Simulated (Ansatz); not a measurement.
The relaxed structure here is a generated cell of Fe: the first start was made by placing the elements on the sites of a structure type, and the end was not matched to a known phase here, so it may be hypothetical. Known forms of Fe include space group No. 229.

A relaxed cell of Fe (P6/mmm (No. 191)), relaxed on a k-mesh at least as fine as the one used below. Calculation: r2SCAN (plane waves to 500 eV, PAW, scalar-relativistic; Ansatz, a quantum-chemistry and plane-wave program). Γ-centred k-mesh 15×8×13 on the run's cell (coarser than for final values), Fermi–Dirac smearing 0.05 eV.

```yaml
crystal:
  lattice:
    - [2.50880, 0.00000, 0.00000]
    - [-2.50880, 4.34537, 0.00000]
    - [0.00000, 0.00000, 2.39855]
  atoms:
    - { symbol: Fe, position: [0.00000, 0.00000, 0.00000] }
    - { symbol: Fe, position: [0.00000, 0.50000, 0.00000] }
```
Spin-polarised start, with parallel moments on Fe.

The atoms are displaced by (Å):

| atom | ux | uy | uz |
|---|---|---|---|
| Fe1 | 0.046 | 0.057 | -0.033 |
| Fe2 | -0.022 | 0.048 | 0.131 |

**Question.** What forces (eV/Å) and pressure result?

**Answer.** 
```tsv
atom	Fx	Fy	Fz
Fe1	-0.24	-0.08	-0.26
Fe2	0.24	0.08	0.26
```

Pressure -0.1 GPa.

The undisplaced cell is probably no minimum: from this displacement the run went on to Im-3m (No. 229), 0.41 eV/atom below it.

Spin state reached: ferromagnetic (net 2.87 μB/atom), from parallel starting moments; other spin orders were not run from this start. r2SCAN tends to overstate moments in metals.
